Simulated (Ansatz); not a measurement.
Input and command of a calculation in Ansatz (plane waves; scalar-relativistic PAW potentials unless the input names others):

```yaml
crystal:
  lattice:
    - [-4.4380881407, 0.0, 0.0]
    - [-2.2190440703, -3.8434970741, 0.0]
    - [0.8876176281, 1.2811656914, 13.8358172674]
  atoms:
    - { symbol: Bi, position: [0.4772910496, 0.714210496, 0.7897314881] }
    - { symbol: Bi, position: [0.1344489504, 0.285789504, 0.5044685119] }
    - { symbol: Bi, position: [0.120534206, 0.1466420595, 0.0870261786] }
    - { symbol: Bi, position: [0.791205794, 0.8533579405, 0.2071738214] }
    - { symbol: Te, position: [-0.19413, 0.0, 0.6471] }
    - { symbol: Te, position: [0.1480667093, 0.4219670932, 0.9130012797] }
    - { symbol: Te, position: [0.4636732907, 0.5780329068, 0.3811987203] }
basis:
  ecutwfc: 420
kpoints:
  mp_grid: { grid: [9, 9, 3] }
hamiltonian:
  xc: pbesol
scf:
  occupations: { method: gaussian, width: 0.03 }
  max_iter: 80
output:
  forces: true
  eigenvalues: true
  stress: true
total_charge: -4
```

```bash
ansatz run input.yaml --threads 2 --pin off --max-ram 5120MiB --backend cpu --events-out ev --progress --plain --runs-dir out
```

Abridged log:
```
Pseudopotentials: kind: paw
Pseudopotential: Bi, paw, valence charge 15, recommended cutoff 420 eV (normal)
Pseudopotential: Te, paw, valence charge 16, recommended cutoff 420 eV (normal)
Functional definition: PBEsol
Crystal: 7 atoms, lattice volume = 236.008 Å³
Basis set: ecut = 420 eV, 4629 PW (Γ), exchange–correlation on 60×60×192 points (8 copies of the dense FFT grid, shifted against one another)
Bands: 68, of which v1, the nominal top of the filled ones, is band 56 counted from 1 (55 counted from 0)
Symmetry: 1 space group operations
Space group: P1 (ITA 1), of the structure as read, at distance tolerance 6.2e-5 Å
k-points: 122 of 243 (time reversal used)
Initial density: superposition of atomic densities (neutral atoms scaled as one to the charged cell's electrons: chi_scale 0, normalization atom), corrected by the library's trained network
Initial wavefunctions: pseudopotential atomic-orbital guess
Functional: x = pbesol(κ = 0.804, μ = 0.12345679), c = pbesol(β = 0.046)
SCF iter   1: F=—  HF=-69641.019149 eV  |F-HF|=—  |Δ(HF+E_count)|=         —  Δρ=7.87e-2  dr2=3.21e1  ethr=1.77e-3  ⟨swp⟩=8.0  Hψ=35236  notcnv=0  defer=97
SCF iter   2: F=—  HF=-69634.335631 eV  |F-HF|=—  |Δ(HF+E_count)|=    6.68e0  Δρ=3.85e-2  dr2=1.07e1  ethr=1.77e-3  ⟨swp⟩=3.0  Hψ=18176  notcnv=0  defer=598
SCF iter   3: F=—  HF=-69631.701366 eV  |F-HF|=—  |Δ(HF+E_count)|=    2.63e0  Δρ=8.87e-3  dr2=9.10e-1  ethr=1.77e-3  ⟨swp⟩=3.7  Hψ=16454  notcnv=0  defer=593
SCF iter   4: F=—  HF=-69631.548874 eV  |F-HF|=—  |Δ(HF+E_count)|=   1.52e-1  Δρ=2.68e-3  dr2=8.85e-2  ethr=8.12e-4  ⟨swp⟩=3.0  Hψ=11210  notcnv=0  defer=582
SCF iter   5: F=—  HF=-69631.543633 eV  |F-HF|=—  |Δ(HF+E_count)|=   5.24e-3  Δρ=1.00e-3  dr2=1.84e-2  ethr=7.90e-5  ⟨swp⟩=2.2  Hψ=9608  notcnv=0  defer=584
SCF iter   6: F=—  HF=-69631.542646 eV  |F-HF|=—  |Δ(HF+E_count)|=   9.88e-4  Δρ=4.08e-4  dr2=2.13e-3  ethr=1.64e-5  ⟨swp⟩=2.1  Hψ=12134  notcnv=0  defer=584
SCF iter   7: F=—  HF=-69631.542448 eV  |F-HF|=—  |Δ(HF+E_count)|=   1.97e-4  Δρ=1.55e-4  dr2=2.35e-4  ethr=1.91e-6  ⟨swp⟩=2.0  Hψ=13228  notcnv=0  defer=584
SCF iter   8: F=—  HF=-69631.542403 eV  |F-HF|=—  |Δ(HF+E_count)|=   4.54e-5  Δρ=6.98e-5  dr2=4.39e-5  ethr=2.10e-7  ⟨swp⟩=2.4  Hψ=14313  notcnv=0  defer=584
SCF iter   9: F=—  HF=-69631.542603 eV  |F-HF|=—  |Δ(HF+E_count)|=   2.00e-4  Δρ=2.13e-5  dr2=1.70e-6  ethr=3.92e-8  ⟨swp⟩=2.8  Hψ=13945  notcnv=0  defer=584
SCF iter  10: F=—  HF=-69631.542603 eV  |F-HF|=—  |Δ(HF+E_count)|=   3.06e-7  Δρ=5.58e-6  dr2=1.68e-7  ethr=1.51e-9  ⟨swp⟩=2.0  Hψ=12338  notcnv=0  defer=584
SCF iter  11: F=-69631.542603 eV  HF=-69631.542603 eV  |F-HF|=4.13e-9  |Δ(HF+E_count)|=   2.22e-8  Δρ=1.44e-6  dr2=1.01e-8  ethr=8.93e-11  ⟨swp⟩=14.5  Hψ=45865  notcnv=0
SCF 1 converged in 11 iterations: F = -69631.542603 eV  dr2 = 1.01e-8
SCF converged after 11 iterations
Free energy (F): -69631.542603 eV
Harris-Foulkes:  -69631.542603 eV  (|F-HF|=4.13e-9)
Internal energy: -69631.540525 eV  (E = F + TS)
E sigma→0 (E₀):  -69631.541564 eV
Entropy (-TS):   -0.002078 eV (-0.297 meV/atom)
Fermi energy:    10.699595 eV
--- Forces (eV/Å), atoms counted from 1 ---
  atom   1  Bi     0.30097033     0.05496563    -0.91680707
  atom   2  Bi    -0.11088248    -0.08372527     0.74878822
  atom   3  Bi     0.61554534     0.57806995     0.08069983
  atom   4  Bi    -0.08115079     0.15276062     1.33105802
  atom   5  Te    -0.12329582    -0.06382895     0.03087861
  atom   6  Te    -0.81926695    -0.78256572    -0.03173499
  atom   7  Te     0.21808280     0.14432395    -1.24287883
--- Stress (GPa, compression-positive) ---
        3.892824       0.355934       0.586651
        0.355934       4.964507       1.362161
        0.586651       1.362161       5.538753
  P = ⅓ Tr σ = 4.7987 GPa (47.987 kbar)
```

Question: What should be changed?

Answer: The fault is a net charge on a solid that should be neutral, 4 electrons a cell too many, offset by a uniform background, so that energy and pressure hang on that convention (total_charge: not typed → -4, the first being the value of the sound run). Setting it back cures it. The run converged all the same, with a total energy on another zero, pressure 4.80 GPa (with the neutralising background of the charged cell), largest force 1.342 eV/Å, no gap on the mesh, so convergence alone doesn't show that an input is right. A reference run from the same start on usual settings converged with pressure 1.36 GPa, largest force 1.399 eV/Å, no gap on the mesh.

The run took 66 s on 2 threads of Intel(R) Xeon(R) 6975P-C (Granite Rapids) (shared host), peak memory 1.5 GiB.